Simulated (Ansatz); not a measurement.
In the program Ansatz at the r²SCAN+D4 level (PAW), MoS$_{2}$ in the trigonal phase (R3m; Mo on 3a, S on 3a, S on 3a) relaxes to a = 3.176 Å, c = 18.672 Å. Mo has 6 nearest neighbours from 2.40 Å (trigonal prismatic); S on 3a has 3 nearest neighbours from 2.40 Å (trigonal pyramidal); S on 3a has 3 nearest neighbours from 2.40 Å (trigonal pyramidal). Its formation energy from the elements is -1.00 eV/atom, with no fitted shifts.

It is gapped at this level: 1.03 eV (indirect). HSE06 on the same cell gives 1.42 eV. Gap from r²SCAN+D4 with spin–orbit coupling: 1.02 eV. The hole mass is 0.71, 0.71, 0.84 mₑ (principal values).

An equation-of-state fit gives a bulk modulus of 34.9 GPa. The relaxed-ion elastic constants in GPa are C11 = 231, C12 = 61.2, C13 = 11.3, C14 = 3.3, C33 = 40.1, C44 = 14.1. The elastic constants imply a Debye temperature near 347 K. Perturbation theory gives ε∞ = 14.7 (xx = yy), 5.76 (zz). Letting the ions move raises it to ε0 = 14.9 (xx = yy), 5.79 (zz). Born charges are Mo -0.74, S +0.35 to +0.38 e. Without the LO–TO term the highest mode at Γ lies at 470 cm⁻¹. Bader charges are Mo +1.31, S -0.66 e.

Symmetry was held in the r²SCAN+D4 relaxation; of distortions, only those at the zone centre were tested. The run is not spin-polarised. The references are the lowest solids computed at this level, not always the standard phases. Spin–orbit coupling is left out wherever it is not named.

Potentials: the later of the program's two PAW sets.
